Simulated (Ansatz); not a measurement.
AlN:
```
CELL_PARAMETERS angstrom
      0.00000     2.01885     2.01885
      2.01885     0.00000     2.01885
      2.01885     2.01885     0.00000
ATOMIC_POSITIONS crystal
  Al 0.50000 0.50000 0.50000
  N  0.00000 0.00000 0.00000
```

This is the r²SCAN-relaxed structure.

### Question
All from r²SCAN in the plane-wave PAW code Ansatz, unless another level is named. Give the hole effective mass, band 3 of 3 at the edge.

### Answer
0.33 along [100], 0.25 along [110], 0.24 along [111] (mₑ).

### Question
Predict the smallest direct gap on the standard path.

### Answer
6.53 eV.

### Question
And the band gap?

### Answer
5.52 eV (indirect).

### Question
Predict the electron effective mass.

### Answer
0.34, 0.34, 0.57 mₑ (principal values).

### Question
And the hole effective mass, band 1 of 3 at the edge?

### Answer
0.89 along [100], 5.3 along [110], 2.0 along [111] (mₑ).

### Question
Give the conduction-band minimum.

### Answer
at X (3 equivalent valleys).

Space group Fm-3m (rock salt). This is a known high-pressure phase of the composition, computed here at zero pressure and temperature. The r²SCAN relaxation kept the symmetry of its start; phonons on a q-mesh show no instability.

Potentials: the later of the program's two PAW sets.
